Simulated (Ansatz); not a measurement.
**I across functionals**

```
CELL_PARAMETERS angstrom
3.62750 -2.39750 0.00000
3.62750 2.39750 0.00000
0.00000 0.00000 9.78000
ATOMIC_POSITIONS crystal
I 0.85000 0.15000 0.11700
I 0.65000 0.35000 0.61700
I 0.15000 0.85000 0.88300
I 0.35000 0.65000 0.38300
```

Atoms are numbered in the order listed.

The cell is COD entry 1010091, as deposited and not checked against the literature; nothing was relaxed. It is an old determination, and later ones may differ.

Spin–orbit coupling is left out, though it moves levels of the heavy atoms by tenths of an eV or more.

One fixed cell is solved with several functionals by PAW with the default files in Ansatz 0.2.0, scalar-relativistically. A positive pressure means that the functional wants a larger cell.

The PAW files were made with PBE; their cores are remade for each functional.

The runs use a Γ-centred 6×6×3 k mesh, Fermi–Dirac smearing of 0.03 eV, cutoff 420 eV, no spin polarisation.

Cutoffs: PBE 420 eV, LDA 420 eV, PBEsol 420 eV, r²SCAN 500 eV.

Problem. One of the runs gave P (GPa) = -1.25, gap over the k mesh and a high-symmetry path (eV) = 1.16, force I1 z (eV/Å) = 0.480, lowest level at Γ above −25 eV, from the valence-band top or, without a gap, the Fermi level (eV) = -13.60. Which setting was it?
A. PBEsol
B. LDA
C. PBE
D. r²SCAN

Solution. B. The full set:
```
setting  P (GPa)  gap over the k mesh and a high-symmetry path (eV)  force I1 z (eV/Å)  lowest level at Γ above −25 eV, from the valence-band top or, without a gap, the Fermi level (eV)
    PBE     1.42                                               1.23              0.564                                                                                             -13.53
    LDA    -1.25                                               1.16              0.480                                                                                             -13.60
 PBEsol    -0.28                                               1.21              0.502                                                                                             -13.55
 r²SCAN     0.89                                               1.48              0.366                                                                                             -13.96
```
